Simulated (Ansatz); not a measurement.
The calculation used DFT PBE, scalar-relativistic, plane waves, PAW in Ansatz. Settings: cutoff 420 eV, Γ-centred meshes spaced at most about 0.3 Å⁻¹, and about 0.25 Å⁻¹ or finer for metals (2π included), Gaussian smearing. No spin polarisation in the final relaxations.

Temperature and zero-point effects are left out.

Compare these two cells of Ca4AlO, each relaxed at this level.

A.

```
Ca Al O
1.0
     8.64289    0.00000    0.00000
    -4.32144    7.48496    0.00000
     0.00000    0.00000    3.34188
Ca Al O
4 1 1
Direct
  0.33333 0.66667 0.00000
  0.12240 0.24480 0.50000
  0.75520 0.87760 0.50000
  0.12240 0.87760 0.50000
  0.66667 0.33333 0.00000
  0.00000 0.00000 0.00000
```

B.

```
Ca Al O
1.0
    -3.47625    3.47625    3.42276
     3.47625   -3.47625    3.42276
     3.47625    3.47625   -3.42276
Ca Al O
4 1 1
Cartesian
  4.8140 1.3378 1.7114
  2.1385 -1.3378 1.7114
  1.3378 2.1385 1.7114
  -1.3378 4.8140 1.7114
  0.0000 0.0000 3.4228
  0.0000 0.0000 0.0000
```

Question: Which is lower in energy, and by how much?

Answer: B is lower, by 190 meV/atom. A has space group P-6m2 (No. 187), 36.0 Å³/atom and no gap on its mesh; B has space group I422 (No. 97), 27.6 Å³/atom and no gap. Counting Al or Ca atoms around O (for each partner element, those within 1.25 times its shortest distance or 1.15 times the sum of covalent radii, where it is the nearest in units of that sum or under 1.3; the shortest distance is added where it exceeds 1.18 times the sum of covalent radii), A has O 6 and B has O 8 from 3.0 Å. The denser one is the lower, and pressure would at first widen the difference. Both come from invented guesses. A third cell relaxed alike, in P4/mmm, lies 232 meV/atom below the lower of the two.

Cells relaxed within their symmetry can be saddle points.
